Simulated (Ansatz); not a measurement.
This Al4Ni3Pd structure is the end of a relaxation. The cell was found from a structure generator's guess, not taken from experiment.

Theory: Ansatz 0.2.0, DFT PBE, scalar-relativistic, plane waves, PAW. Cutoff 420 eV, Γ-centred mesh, Gaussian smearing, no spin polarisation.

```xyz
8
Lattice="-2.9469 2.9469 2.9469 2.9469 -2.9469 2.9469 2.9469 2.9469 -2.9469" Properties=species:S:1:pos:R:3 pbc="T T T"
Al   -1.4734    1.4734    1.4734
Al    1.4734    1.4734   -1.4734
Al    1.4734    1.4734    1.4734
Al    1.4734   -1.4734    1.4734
Ni    2.9469    0.0000    0.0000
Ni    0.0000    0.0000    2.9469
Ni    0.0000    2.9469    0.0000
Pd    0.0000    0.0000    0.0000
```

Formation energies are uncorrected and refer to the elements' standard structures at the same level.

Task: Find its symmetry and describe it.

Result: Im-3m (No. 229). Conventional cell: a = 5.894 Å. Al has 2 Pd at 2.55 Å, 6 Ni at 2.55 Å and 6 Al at 2.95 Å; Ni is surrounded by 8 Al at 2.55 Å, 2 Pd at 2.95 Å and 4 Ni at 2.95 Å; Pd is surrounded by 8 Al at 2.55 Å and 6 Ni at 2.95 Å.

Task: What is its formation energy per atom?

Result: −0.67 eV/atom. It lies below the elements, which doesn't yet make it stable against other compounds or structures.

Task: Is it a metal?

Result: Yes, bands cross the Fermi level on the 10×10×10 mesh.

The last run used a 10×10×10 mesh for its 8-atom cell and Gaussian smearing of 0.10 eV. Trial moments died out on the coarse mesh, so the last step has no spin; another magnetic start might hold. A later test with randomly moved atoms came back to the same energy, though modes that don't fit the test's cell weren't probed.
